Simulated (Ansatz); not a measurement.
This run works on a generated trial structure, not on a known crystal.

Input and command of a plane-wave DFT calculation in Ansatz:

```yaml
crystal:
  lattice:
    - [5.24225956, -3.10303991, 0.0]
    - [5.24225956, 3.10303991, 0.0]
    - [-0.34740419, 0.0, 4.45244299]
  atoms:
    - { symbol: Li, position: [0.64735834, 0.35264166, 0.5] }
    - { symbol: Li, position: [0.35264166, 0.64735834, 0.5] }
    - { symbol: Li, position: [0.0, 0.0, 0.5] }
    - { symbol: Cd, position: [0.83871655, 0.16128345, 0.0] }
    - { symbol: Cd, position: [0.16128345, 0.83871655, 0.0] }
    - { symbol: Pb, position: [0.0, 0.5, 0.5] }
    - { symbol: Pb, position: [0.5, 0.0, 0.5] }
basis:
  ecutwfc: 420
kpoints:
  mp_grid: { grid: [3, 3, 4] }
hamiltonian:
  xc: pbe
scf:
  occupations: { method: gaussian, width: 0.2 }
  lower_state_search: "off"
output:
  forces: true
  stress: true
  eigenvalues: true
relax:
  adjacent_minimum: "off"
  f_tol: 0.08
  max_steps: 16
  cell: { stress_tol: 0.8 }
```

```bash
ansatz run input.yaml --threads 1 --pin off --max-ram 2560MiB --backend cpu --events-out ev --progress --plain --runs-dir out
```

Processor: Arm Neoverse V1, 1 thread, on a host shared with other jobs.

Question: Estimate time, memory and problem size.

Answer: About 68 s, peak memory 0.48 GiB. It solves 47 bands at 14 k points (after reduction by symmetry) with about 3597 plane waves (on the last cell), in 53 SCF iterations over 9 ionic steps.
